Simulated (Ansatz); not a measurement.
# Thermal properties of Al4N3 from its phonons

Level of theory: DFT PBE, scalar-relativistic, plane waves, PAW (Ansatz 0.2.0). Settings: 420 eV plane-wave cutoff, Γ-centred 12×12×4 mesh, Gaussian smearing of 0.10 eV. No spin polarisation. Phonons by linear response, acoustic sum rule imposed.

Equilibrium structure at this level:
Space group P3m1 (No. 156). a = 3.113 Å, b = 3.113 Å, c = 9.809 Å, α = 90.00°, β = 90.00°, γ = 120.00°
```csv
atom,site,symmetry,x,y,z
Al,1a,3m.,0.0000,0.0000,0.4958
Al,1b,3m.,0.3333,0.6667,0.7589
Al,1a,3m.,0.0000,0.0000,0.9809
Al,1b,3m.,0.3333,0.6667,0.2388
N,1b,3m.,0.3333,0.6667,0.4331
N,1a,3m.,0.0000,0.0000,0.6905
N,1a,3m.,0.0000,0.0000,0.1770
```

It was reached by relaxing an invented guess, and it needn't be the stable form of this composition. In a metal, frequencies and elastic constants depend on the k mesh and the smearing, soft modes and shear constants most. The q mesh is coarse, so values between its points are rough.

Force constants from linear response on a 3×3×1 q mesh, interpolated to a fine mesh.

Problem. How much zero-point energy does an atom carry?

Solution. 83.2 meV.

Problem. How large are the vibrational entropy and heat capacity at 300 K?

Solution. S = 1.69 k_B and C_V = 2.04 k_B per atom, 68 % of the Dulong–Petit value.

Problem. Tabulate them against temperature.

Solution.
```
T (K)  F_vib (meV/atom)  S (k_B/atom)  C_V (k_B/atom)
  100              82.5          0.28            0.60
  200              77.1          0.98            1.46
  300              65.6          1.69            2.04
  400              48.2          2.33            2.37
  500              25.7          2.88            2.57
  600              -1.2          3.36            2.69
  700             -32.0          3.78            2.76
  800             -66.2          4.15            2.82
  900            -103.4          4.48            2.85
 1000            -143.4          4.79            2.88
```
